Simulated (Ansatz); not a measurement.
Ansatz (a first-principles code) input:

Ansatz 0.2 input:
```yaml
crystal:
  lattice:
    - [3.4244559809, 0.0, 0.0]
    - [0.0, 3.4244559809, 0.0]
    - [0.0, 0.0, 3.4244559809]
  atoms:
    - { symbol: Y, position: [0.0, 0.0, 0.0] }
    - { symbol: Cu, position: [0.5, 0.5, 0.5] }
kpoints:
  mp_grid: { grid: [25, 25, 25] }
hamiltonian:
  xc: pbesol
  pseudopotentials: { kind: paw }
scf:
  occupations: { method: fermi_dirac, width: 0.1 }
elastic: { mode: relaxed_ion, stencil: two_point, amplitude: 0.005, f_tol: 0.0005 }
```

Output (shortened):

```
Pseudopotential: Y, paw, valence charge 11
Pseudopotential: Cu, paw, valence charge 19
Functional definition: PBEsol
Crystal: 2 atoms, lattice volume = 40.158 Å³
Basis set: ecut = 420 eV, 751 PW (Γ), exchange–correlation on 48×48×48 points (8 copies of the dense FFT grid, shifted against one another)
Bands: 19, of which v1, the nominal top of the filled ones, is band 15 counted from 1 (14 counted from 0)
Symmetry: 48 space group operations
Space group: Pm-3m (ITA 221), of the structure as read, at distance tolerance 3.4e-5 Å
k-points: 455 of 15625
SCF iter   1: F=—  HF=-10384.323012 eV  |F-HF|=—  |Δ(HF+E_count)|=         —  Δρ=1.48e-2  dr2=5.50e-2  ethr=1.77e-3  ⟨swp⟩=5.6  Hψ=35771  notcnv=0
preconditioner: auto → Kerker (q_TF=auto, 2.599 Å⁻¹)
SCF iter   2: F=—  HF=-10384.315672 eV  |F-HF|=—  |Δ(HF+E_count)|=   7.34e-3  Δρ=1.49e-3  dr2=8.02e-4  ethr=1.83e-4  ⟨swp⟩=2.0  Hψ=16107  notcnv=0
SCF iter   3: F=—  HF=-10384.315265 eV  |F-HF|=—  |Δ(HF+E_count)|=   4.07e-4  Δρ=1.60e-3  dr2=9.44e-4  ethr=2.67e-6  ⟨swp⟩=2.1  Hψ=13112  notcnv=0
SCF iter   4: F=—  HF=-10384.315034 eV  |F-HF|=—  |Δ(HF+E_count)|=   2.31e-4  Δρ=2.08e-4  dr2=2.07e-5  ethr=2.67e-6  ⟨swp⟩=2.1  Hψ=10755  notcnv=0
SCF iter   5: F=—  HF=-10384.315036 eV  |F-HF|=—  |Δ(HF+E_count)|=   2.00e-6  Δρ=6.17e-5  dr2=1.54e-6  ethr=6.91e-8  ⟨swp⟩=2.0  Hψ=11718  notcnv=0
SCF iter   6: F=—  HF=-10384.315037 eV  |F-HF|=—  |Δ(HF+E_count)|=   4.93e-7  Δρ=1.32e-5  dr2=9.49e-8  ethr=5.13e-9  ⟨swp⟩=2.1  Hψ=12682  notcnv=0
SCF iter   7: F=—  HF=-10384.315037 eV  |F-HF|=—  |Δ(HF+E_count)|=   1.28e-8  Δρ=3.03e-6  dr2=4.47e-9  ethr=3.16e-10  ⟨swp⟩=2.0  Hψ=11895  notcnv=0
SCF iter   8: F=—  HF=-10384.315037 eV  |F-HF|=—  |Δ(HF+E_count)|=   1.46e-9  Δρ=5.16e-7  dr2=1.11e-10  ethr=1.49e-11  ⟨swp⟩=2.2  Hψ=12520  notcnv=0
SCF iter  10: F=-10384.315037 eV  HF=-10384.315037 eV  |F-HF|=3.64e-12  |Δ(HF+E_count)|=    0.00e0  Δρ=1.45e-8  dr2=5.96e-14  ethr=1.00e-12  ⟨swp⟩=4.0  Hψ=29627  notcnv=0
SCF 1 converged in 10 iterations: F = -10384.315037 eV  dr2 = 5.96e-14
Crystal: 2 atoms, lattice volume = 39.957 Å³
Symmetry: 16 space group operations
k-points: 1183 of 15625
iter 1 solved again at ethr=6.72e-6 eV; its pass at ethr=3.10e-3 eV (dr2=2.01e-3 eV) is discarded
SCF iter   1: F=—  HF=-10384.314881 eV  |F-HF|=—  |Δ(HF+E_count)|=         —  Δρ=2.39e-3  dr2=1.94e-3  ethr=6.72e-6  ⟨swp⟩=2.9  Hψ=118014  notcnv=0
preconditioner: auto → Kerker (q_TF=auto, 2.601 Å⁻¹)
SCF iter   2: F=—  HF=-10384.314645 eV  |F-HF|=—  |Δ(HF+E_count)|=   2.36e-4  Δρ=4.20e-4  dr2=1.24e-4  ethr=6.47e-6  ⟨swp⟩=2.0  Hψ=28001  notcnv=0
SCF iter   3: F=—  HF=-10384.314601 eV  |F-HF|=—  |Δ(HF+E_count)|=   4.44e-5  Δρ=3.75e-4  dr2=8.15e-5  ethr=4.13e-7  ⟨swp⟩=2.1  Hψ=31578  notcnv=0
SCF iter   4: F=—  HF=-10384.314583 eV  |F-HF|=—  |Δ(HF+E_count)|=   1.78e-5  Δρ=9.15e-5  dr2=2.73e-6  ethr=2.72e-7  ⟨swp⟩=2.1  Hψ=28775  notcnv=0
SCF iter   5: F=—  HF=-10384.314584 eV  |F-HF|=—  |Δ(HF+E_count)|=   9.38e-7  Δρ=4.26e-5  dr2=5.06e-7  ethr=9.11e-9  ⟨swp⟩=2.0  Hψ=30543  notcnv=0
SCF iter   6: F=—  HF=-10384.314584 eV  |F-HF|=—  |Δ(HF+E_count)|=   2.36e-8  Δρ=5.98e-6  dr2=1.29e-8  ethr=1.69e-9  ⟨swp⟩=2.0  Hψ=30637  notcnv=0
SCF iter   7: F=—  HF=-10384.314584 eV  |F-HF|=—  |Δ(HF+E_count)|=   7.30e-9  Δρ=1.19e-6  dr2=4.74e-10  ethr=4.29e-11  ⟨swp⟩=2.0  Hψ=40185  notcnv=0
SCF iter   8: F=—  HF=-10384.314584 eV  |F-HF|=—  |Δ(HF+E_count)|=  4.00e-11  Δρ=1.67e-7  dr2=8.39e-12  ethr=1.58e-12  ⟨swp⟩=2.4  Hψ=30610  notcnv=0
SCF iter  10: F=-10384.314584 eV  HF=-10384.314584 eV  |F-HF|=0.00e0  |Δ(HF+E_count)|=    0.00e0  Δρ=4.19e-9  dr2=5.20e-15  ethr=1.00e-12  ⟨swp⟩=4.0  Hψ=74332  notcnv=0
SCF 2 converged in 10 iterations: F = -10384.314584 eV  dr2 = 5.20e-15
Crystal: 2 atoms, lattice volume = 40.359 Å³
iter 1 solved again at ethr=2.84e-9 eV; its pass at ethr=3.10e-3 eV (dr2=8.53e-7 eV) is discarded
SCF iter   1: F=—  HF=-10384.314710 eV  |F-HF|=—  |Δ(HF+E_count)|=         —  Δρ=2.87e-4  dr2=8.55e-7  ethr=2.84e-9  ⟨swp⟩=2.1  Hψ=114527  notcnv=0
preconditioner: auto → Kerker (q_TF=auto, 2.597 Å⁻¹)
SCF iter   2: F=—  HF=-10384.314707 eV  |F-HF|=—  |Δ(HF+E_count)|=   3.52e-6  Δρ=1.46e-4  dr2=2.01e-7  ethr=2.84e-9  ⟨swp⟩=1.0  Hψ=22477  notcnv=0
SCF iter   3: F=—  HF=-10384.314706 eV  |F-HF|=—  |Δ(HF+E_count)|=   9.65e-7  Δρ=1.39e-5  dr2=4.05e-8  ethr=6.70e-10  ⟨swp⟩=2.0  Hψ=28154  notcnv=0
SCF iter   4: F=—  HF=-10384.314706 eV  |F-HF|=—  |Δ(HF+E_count)|=   1.13e-8  Δρ=1.67e-6  dr2=1.59e-9  ethr=1.35e-10  ⟨swp⟩=2.0  Hψ=28849  notcnv=0
SCF iter   5: F=—  HF=-10384.314706 eV  |F-HF|=—  |Δ(HF+E_count)|=  3.60e-10  Δρ=7.50e-7  dr2=1.58e-10  ethr=5.32e-12  ⟨swp⟩=2.0  Hψ=30810  notcnv=0
SCF iter   6: F=—  HF=-10384.314706 eV  |F-HF|=—  |Δ(HF+E_count)|=  2.18e-11  Δρ=1.46e-7  dr2=7.23e-12  ethr=5.27e-13 (applied; sched 1.00e-12)  ⟨swp⟩=2.1  Hψ=28228  notcnv=0
SCF iter   7: F=—  HF=-10384.314706 eV  |F-HF|=—  |Δ(HF+E_count)|=    0.00e0  Δρ=6.47e-8  dr2=1.90e-12  ethr=2.41e-14 (applied; sched 1.00e-12)  ⟨swp⟩=2.1  Hψ=32099  notcnv=0
SCF iter   8: F=-10384.314706 eV  HF=-10384.314706 eV  |F-HF|=3.64e-12  |Δ(HF+E_count)|=    0.00e0  Δρ=8.45e-9  dr2=3.02e-14  ethr=1.00e-12  ⟨swp⟩=2.9  Hψ=82109  notcnv=0
SCF 3 converged in 8 iterations: F = -10384.314706 eV  dr2 = 3.02e-14
Crystal: 2 atoms, lattice volume = 40.158 Å³
Symmetry: 8 space group operations
k-points: 2197 of 15625
iter 1 solved again at ethr=5.96e-8 eV; its pass at ethr=3.10e-3 eV (dr2=1.79e-5 eV) is discarded
SCF iter   1: F=—  HF=-10384.314919 eV  |F-HF|=—  |Δ(HF+E_count)|=         —  Δρ=3.01e-4  dr2=6.69e-6  ethr=5.96e-8  ⟨swp⟩=3.6  Hψ=236646  notcnv=0
preconditioner: auto → Kerker (q_TF=auto, 2.599 Å⁻¹)
SCF iter   2: F=—  HF=-10384.314912 eV  |F-HF|=—  |Δ(HF+E_count)|=   7.55e-6  Δρ=1.55e-4  dr2=2.19e-6  ethr=2.23e-8  ⟨swp⟩=1.0  Hψ=41765  notcnv=0
SCF iter   3: F=—  HF=-10384.314911 eV  |F-HF|=—  |Δ(HF+E_count)|=   6.43e-7  Δρ=1.41e-5  dr2=7.11e-8  ethr=7.31e-9  ⟨swp⟩=2.6  Hψ=69989  notcnv=0
SCF iter   4: F=—  HF=-10384.314911 eV  |F-HF|=—  |Δ(HF+E_count)|=   1.49e-9  Δρ=4.49e-6  dr2=5.09e-9  ethr=2.37e-10  ⟨swp⟩=2.2  Hψ=65674  notcnv=0
SCF iter   5: F=—  HF=-10384.314911 eV  |F-HF|=—  |Δ(HF+E_count)|=  2.13e-10  Δρ=3.58e-6  dr2=3.09e-9  ethr=1.70e-11  ⟨swp⟩=2.0  Hψ=72234  notcnv=0
SCF iter   6: F=—  HF=-10384.314911 eV  |F-HF|=—  |Δ(HF+E_count)|=  7.44e-10  Δρ=5.24e-7  dr2=3.68e-11  ethr=1.03e-11  ⟨swp⟩=2.0  Hψ=53899  notcnv=0
SCF iter   7: F=—  HF=-10384.314911 eV  |F-HF|=—  |Δ(HF+E_count)|=  3.64e-12  Δρ=4.99e-8  dr2=4.41e-13  ethr=1.23e-13 (applied; sched 1.00e-12)  ⟨swp⟩=2.3  Hψ=63623  notcnv=0
SCF iter   8: F=-10384.314911 eV  HF=-10384.314911 eV  |F-HF|=1.82e-12  |Δ(HF+E_count)|=    0.00e0  Δρ=8.32e-9  dr2=1.57e-14  ethr=1.00e-12  ⟨swp⟩=4.0  Hψ=142520  notcnv=0
SCF 4 converged in 8 iterations: F = -10384.314911 eV  dr2 = 1.57e-14
Crystal: 2 atoms, lattice volume = 40.158 Å³
iter 1 solved again at ethr=1.36e-9 eV; its pass at ethr=3.10e-3 eV (dr2=4.09e-7 eV) is discarded
SCF iter   1: F=—  HF=-10384.314918 eV  |F-HF|=—  |Δ(HF+E_count)|=         —  Δρ=2.20e-4  dr2=4.09e-7  ethr=1.36e-9  ⟨swp⟩=1.9  Hψ=204332  notcnv=0
preconditioner: auto → Kerker (q_TF=auto, 2.599 Å⁻¹)
SCF iter   2: F=—  HF=-10384.314912 eV  |F-HF|=—  |Δ(HF+E_count)|=   6.51e-6  Δρ=1.12e-4  dr2=1.05e-7  ethr=1.36e-9  ⟨swp⟩=1.0  Hψ=41743  notcnv=0
SCF iter   3: F=—  HF=-10384.314911 eV  |F-HF|=—  |Δ(HF+E_count)|=   6.69e-7  Δρ=2.91e-6  dr2=2.08e-9  ethr=3.50e-10  ⟨swp⟩=1.0  Hψ=41743  notcnv=0
SCF iter   4: F=—  HF=-10384.314911 eV  |F-HF|=—  |Δ(HF+E_count)|=  5.51e-10  Δρ=3.94e-7  dr2=1.09e-10  ethr=6.95e-12  ⟨swp⟩=2.0  Hψ=55693  notcnv=0
SCF iter   5: F=—  HF=-10384.314911 eV  |F-HF|=—  |Δ(HF+E_count)|=  2.73e-11  Δρ=1.53e-7  dr2=1.88e-11  ethr=3.62e-13 (applied; sched 1.00e-12)  ⟨swp⟩=2.2  Hψ=58756  notcnv=0
SCF iter   6: F=—  HF=-10384.314911 eV  |F-HF|=—  |Δ(HF+E_count)|=  7.28e-12  Δρ=3.24e-8  dr2=3.04e-13  ethr=6.27e-14 (applied; sched 1.00e-12)  ⟨swp⟩=2.1  Hψ=57382  notcnv=0
SCF iter   7: F=-10384.314911 eV  HF=-10384.314911 eV  |F-HF|=1.82e-12  |Δ(HF+E_count)|=  3.64e-12  Δρ=1.30e-8  dr2=5.90e-14  ethr=1.00e-12  ⟨swp⟩=4.0  Hψ=143268  notcnv=0
SCF 5 converged in 7 iterations: F = -10384.314911 eV  dr2 = 5.90e-14
SCF converged after 10 iterations
Free energy (F): -10384.315037 eV
Harris-Foulkes:  -10384.315037 eV  (|F-HF|=3.64e-12)
Internal energy: -10384.273941 eV  (E = F + TS)
E sigma→0 (E₀):  -10384.294489 eV
Entropy (-TS):   -0.041095 eV (-20.548 meV/atom)
Fermi energy:    12.735733 eV
--- Per-component energies (eV) ---
  E_band       = -523.811211
  E_kinetic    = 606.381143
  E_local      = -5628.391939  (includes V_loc(G=0)·N_el)
  E_nonlocal   = 440.037453
  E_hartree    = 2436.417321
  E_xc         = -261.333364
  E_vxc        = -314.328300  (∫ρ·V_xc dr)
  E_paw        = -4397.678655  (= ΣΔE_a)
  E_vpaw       = -500.344493  (= ΣTr[D̂ρ^β])
  E_aug_tail   = 0.000278  (compensation charges beyond the density's cutoff)
  E_ewald      = -3580.061154
  E_core_change = 0.354975  (= ΣΔE_core)
  E_smearing   = -0.041095  (= −TS)
  E_closure    =  0.000000  (closes the sum)
  Σ components = -10384.315037   (vs F -10384.315037, Δ=0.00e0)
  [band-id]    e_kinetic+e_local+e_nonlocal+2·e_hartree+e_vxc+e_vpaw+e_augmentation_tail = -523.811215   (vs E_band -523.811211, Δ=-3.99e-6)
--- Forces (eV/Å), atoms counted from 1 ---
  atom   1  Y      0.00000000     0.00000000     0.00000000
  atom   2  Cu     0.00000000     0.00000000     0.00000000
  max |Σ_I F_I| component: 0.0 eV/Å
--- Stress (GPa, compression-positive) ---
        0.046557       0.000000       0.000000
        0.000000       0.046557       0.000000
        0.000000       0.000000       0.046557
  P = ⅓ Tr σ = 0.0466 GPa (0.466 kbar)
--- Band table (eV; the first three rows and the last of 455) ---
  k-point 0: bands = ["-99.8286", "-57.3416", "-57.3416", "-57.3416", "-29.7237", "-9.5516", "-9.5516", "-9.5516", "6.1048", "9.0135", "9.0135", "9.7996", "9.7996", "9.7996", "13.2112", "13.2112", "17.6699", "17.6699", "17.6699"]
  k-point 1: bands = ["-99.8286", "-57.3416", "-57.3416", "-57.3416", "-29.7230", "-9.5601", "-9.5509", "-9.5509", "6.1325", "9.0196", "9.0226", "9.7986", "9.7986", "9.8009", "13.2092", "13.2152", "17.4911", "17.4911", "17.6695"]
  k-point 2: bands = ["-99.8286", "-57.3417", "-57.3416", "-57.3416", "-29.7211", "-9.5850", "-9.5489", "-9.5489", "6.2151", "9.0375", "9.0492", "9.7958", "9.7958", "9.8047", "13.2033", "13.2228", "17.1244", "17.1244", "17.6684"]
  k-point 454: bands = ["-99.8285", "-57.3426", "-57.3426", "-57.3426", "-29.6051", "-9.9158", "-9.9155", "-9.9155", "9.5533", "9.5602", "9.5602", "10.1011", "10.1011", "10.9375", "10.9970", "10.9970", "14.4357", "18.8472", "18.8472"]
--- Elastic constants: 2 strain directions × 2 members + reference (group order 48) ---
  dense FFT box of the reference and of every strained cell: 24×24×24
  strains applied: 11, 23; error gains: componentwise 1.00 (the most a stress slope's error grows in a printed constant), spectral 1.73 (1 for all six strains …
  C = ∂σ_k/∂η_j (tension-positive GPa; Voigt order 11 22 33 23 13 12):
       124.981     54.780     54.780      0.000      0.000      0.000
        54.780    124.981     54.780      0.000      0.000      0.000
        54.780     54.780    124.981      0.000      0.000      0.000
         0.000      0.000      0.000     39.996      0.000      0.000
         0.000      0.000      0.000      0.000     39.996      0.000
         0.000      0.000      0.000      0.000      0.000     39.996
  reference stress σ⁰ (GPa):     -0.047     -0.047     -0.047      0.000      0.000      0.000
  C* (energy form; C + prestress term) asymmetry max|C*_kj − C*_jk| = 7.105e-15 GPa — a small one proves nothing (zero by symmetry where the batch's group is …
  moduli (Voigt/Reuss/Hill, GPa): K = 78.18/78.18/78.18   G = 38.04/37.88/37.96   E = 98.02   ν = 0.291
  mechanically stable: yes (min eigenvalue of sym C = 40.00 GPa)
  where every solve meets its electron count the energy-path curvature estimates C_jj along a normal strain and C_jj − ¼(σ⁰_aa + σ⁰_bb) along a shear (ab), of …
  strain η (Voigt 11):  stress-route row diagonal C_11 = 124.98 GPa, energy-path curvature d²(F+E_count+ΔE)/dδ²/Ω₀ = 125.07 GPa
         δ    σ_11 (GPa)             F (eV)   n_scf  n_hpsi   n_pw
    -5.000e-3      -0.6781      -10384.3145842      10  463928    804   relax 0 steps, max|allowed force component| 0.0 eV/Å
     5.000e-3       0.5717      -10384.3147057       8  386501    812   relax 0 steps, max|allowed force component| 0.0 eV/Å
  strain η (Voigt 23):  stress-route row diagonal C_44 = 40.00 GPa, energy-path curvature d²(F+E_count+ΔE)/dδ²/Ω₀ = 40.15 GPa
         δ    σ_23 (GPa)             F (eV)   n_scf  n_hpsi   n_pw
    -5.000e-3      -0.2000      -10384.3149109       8  782110    806   relax 0 steps, max|allowed force component| 0.0 eV/Å
     5.000e-3       0.2000      -10384.3149109       7  638669    806   relax 0 steps, max|allowed force component| 0.0 eV/Å
```

Cost: very roughly 4 core-minutes on shared cores.

The workflow started from a Materials Project entry (that database holds measured and hypothetical structures alike); the Crystallography Open Database copy checked does not list it. With Y and Cu taken as one species the cell has the higher symmetry Im-3m, so it may be an ordered model of a mixed-site phase. Whether it is the stable phase at ambient conditions was not checked. The PBEsol relaxation kept the symmetry of its start; of distortions, only those at the zone centre were tested. No spin polarisation was allowed. As this level gives no gap, shear constants depend on the k-mesh and smearing (Fermi–Dirac, 0.1 eV here). Spin–orbit coupling is left out wherever it is not named.

Potentials: the later of the program's two PAW sets.

Ansatz is a plane-wave DFT program.
